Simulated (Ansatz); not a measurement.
Rh (fcc, Cu type)

```
CELL_PARAMETERS angstrom
      0.00000     1.90000     1.90000
      1.90000     0.00000     1.90000
      1.90000     1.90000     0.00000
ATOMIC_POSITIONS crystal
  Rh 0.00000 0.00000 0.00000
```

The slice is a {110} plane (indices of the conventional cell) through the point (0.000, 0.000, 0.000) (fractional), spanned by u = [100] and v = [1 -1 -1] in vectors of this cell: u (2.69 Å) and v (3.80 Å, at 90° to u). It covers one period; positions are fractions (u, v).

Calculation: r2SCAN (plane waves to 500 eV, PAW, scalar-relativistic; Ansatz, a program for electronic structure). k mesh 21×21×21. Near the nuclei the fields are pseudised (PAW); where an atom keeps semicore shells as valence, they peak there. Rh is run without spin polarisation. Rh was relaxed with its symmetry unable to fall.

**Question.** What is the ELF at the midpoint of the shortest Rh–Rh line in this plane (2.69 Å)?

**Answer.** 0.27.

**Question.** What is the valence density on the shortest Rh–Rh line in this plane (2.69 Å), at its midpoint?

**Answer.** 0.37 e/Å³.

**Question.** Predict the map of the electrostatic potential energy of an electron, from the cell's mean on the slice.

**Answer.** 
```
|xxxxxxxxxxxxxxxx0033443300xxxxxxxxxxxxxx|
|xxxxxxxxxxxxxxxx0033443300xxxxxxxxxxxxxx|
|xxxxxxxxxxxxxx00224455442200xxxxxxxxxxxx|
|xxxxxxxxxxxxxx00335566553300xxxxxxxxxxxx|
|xxxxxxxxxxxx002255667766552200xxxxxxxxxx|
|xxxxxxxxxx0022446677777766442200xxxxxxxx|
|xxxxxx000022446666777777666644220000xxxx|
|0000112244556666777777777766665544221100|
|4455555566666677777777777777666666555555|
|7777777777777766666666666666777777777777|
|8888888888777766665555556666777788888888|
|9999998888776666554444445566667788889999|
|9999999988776655554444445555667788999999|
|9999999988776655444444444455667788999999|
|9999999988776655554444445555667788999999|
|9999998888776666554444445566667788889999|
|8888888888777766665555556666777788888888|
|7777777777777766666666666666777777777777|
|4455555566666677777777777777666666555555|
|0000112244556666777777777766665544221100|
|xxxxxx000022446666777777666644220000xxxx|
|xxxxxxxxxx0022446677777766442200xxxxxxxx|
|xxxxxxxxxxxx002255667766552200xxxxxxxxxx|
|xxxxxxxxxxxxxx00335566553300xxxxxxxxxxxx|
|xxxxxxxxxxxxxx00224455442200xxxxxxxxxxxx|
|xxxxxxxxxxxxxxxx0033443300xxxxxxxxxxxxxx|
|xxxxxxxxxxxxxxxx0033443300xxxxxxxxxxxxxx|
|xxxxxxxxxxxxxxxx0022442200xxxxxxxxxxxxxx|
```
Scale: ten equal steps from 8.00 (start of '0') to 16.34 (end of '9'), in the order '0123456789'. Values: electrostatic potential energy of an electron, from the cell's mean, in eV. The map has 20 points along u (two characters each, u = 0 at the left) and 28 along v (v = 0 in the bottom row). Points within 1 Å of a nucleus are blanked (x), as the pseudised field means little there. Values under 8 eV are set to 8. The zero, the cell's mean, hangs on the PAW cores.
